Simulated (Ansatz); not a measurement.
Equation of state of tellurium, bcc

The calculation used DFT, r2SCAN, plane waves (500 eV) with PAW, scalar-relativistic (Ansatz 0.2.0). The PAW files were generated under PBE, with cores re-solved for the functional.

The cell is scaled uniformly from the relaxed one, with fractional coordinates and shape fixed. Energies are extrapolated to zero smearing, pressures are those at the given smearing. Magnetic state: spin not included.

```json
{"V (Å³/atom)": "25.095", "E − E₀ (meV/atom)": "96.6", "P (GPa)": "10.14"}
{"V (Å³/atom)": "26.235", "E − E₀ (meV/atom)": "39.7", "P (GPa)": "6.00"}
{"V (Å³/atom)": "27.376", "E − E₀ (meV/atom)": "9.3", "P (GPa)": "2.70"}
{"V (Å³/atom)": "28.517", "E − E₀ (meV/atom)": "0.0", "P (GPa)": "0.08"}
{"V (Å³/atom)": "29.657", "E − E₀ (meV/atom)": "7.5", "P (GPa)": "-2.00"}
{"V (Å³/atom)": "30.798", "E − E₀ (meV/atom)": "28.3", "P (GPa)": "-3.64"}
{"V (Å³/atom)": "31.939", "E − E₀ (meV/atom)": "59.6", "P (GPa)": "-4.92"}
```

(1) Fit a third-order Birch-Murnaghan equation.

## Answers

(1) V₀ = 28.53 Å³/atom, B₀ = 58 GPa, B₀′ = 4.7.
